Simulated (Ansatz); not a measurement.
LaSiRu in space group P4/nmm (No. 129; La on 2c, Si on 2c, Ru on 2a), plane-wave PAW PBE (Ansatz code), all energies at zero smearing, with the estimated change up to a 700 eV cutoff added, with one set of potentials and settings (totals compare only within such a set). Cell of 6 atoms (2 La, 2 Si, 2 Ru): -25534.391 eV.

```json
[
 {"element": "La", "reference phase": "P6_3/mmc, 4 atoms in the cell", "E (eV/atom)": "-6250.3045"},
 {"element": "Si", "reference phase": "Fd-3m, 2 atoms in the cell", "E (eV/atom)": "-635.8114"},
 {"element": "Ru", "reference phase": "P6_3/mmc, 2 atoms in the cell", "E (eV/atom)": "-5878.7331"}
]
```

Formation energy per atom, worked out: (-25534.391 − 2×(-6250.3045) − 2×(-635.8114) − 2×(-5878.7331))/6 = -0.782 eV/atom (-75 kJ per mol of atoms), at 0 K, without zero-point energy or fitted corrections.

The workflow started from a Materials Project entry (that database holds measured and hypothetical structures alike); the Crystallography Open Database files this formula in space group No. 129, but the cells were not matched. Its standing as an ambient phase is unchecked. Symmetry was held in the PBE relaxation; its stability against distortions is not shown here. No spin polarisation was allowed. The references are the lowest solids computed at this level, not always the standard phases. Scalar-relativistic: spin–orbit coupling is off unless named, which matters more the heavier the elements.

Potentials: the earlier of the program's two PAW sets.
